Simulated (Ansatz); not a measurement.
Input and command of a plane-wave DFT calculation in Ansatz:

```yaml
crystal:
  lattice:
    - [2.5809689538, 0.0, 0.0]
    - [-1.2904844769, 2.2351846804, 0.0]
    - [0.0, 0.0, 8.719817591]
  atoms:
    - { symbol: C, position: [0.0, 0.0, 0.0929681641] }
    - { symbol: C, position: [0.0, 0.0, 0.5929681641] }
    - { symbol: C, position: [0.0, 0.0, 0.4070318359] }
    - { symbol: C, position: [0.0, 0.0, 0.9070318359] }
    - { symbol: C, position: [0.3333333333, 0.6666666667, 0.1555285626] }
    - { symbol: C, position: [0.6666666667, 0.3333333333, 0.6555285626] }
    - { symbol: C, position: [0.3333333333, 0.6666666667, 0.3444714374] }
    - { symbol: C, position: [0.6666666667, 0.3333333333, 0.8444714374] }
basis:
  ecutwfc: 420
kpoints:
  mp_grid: { grid: [12, 12, 4] }
hamiltonian:
  xc: pbe
scf:
  occupations: { method: gaussian, width: 0.05 }
output:
  forces: true
  stress: true
  eigenvalues: true
```

```bash
ansatz run input.yaml --threads 2 --pin off --max-ram 5120MiB --backend cpu --events-out ev --progress --plain --runs-dir out
```

Processor: Intel(R) Xeon(R) Processor @ 2.50GHz (Skylake/Cascade Lake), 2 threads, on a host shared with other jobs.

Task: Estimate time, memory and problem size.

Result: About 6.4 s on 2 threads of Intel(R) Xeon(R) Processor @ 2.50GHz (Skylake/Cascade Lake) (shared host), peak memory 0.35 GiB. It solves 24 bands at 57 k points (the mesh reduced by the symmetry that the task leaves, which can be less than the crystal's) with about 1007 plane waves, in 6 SCF iterations.
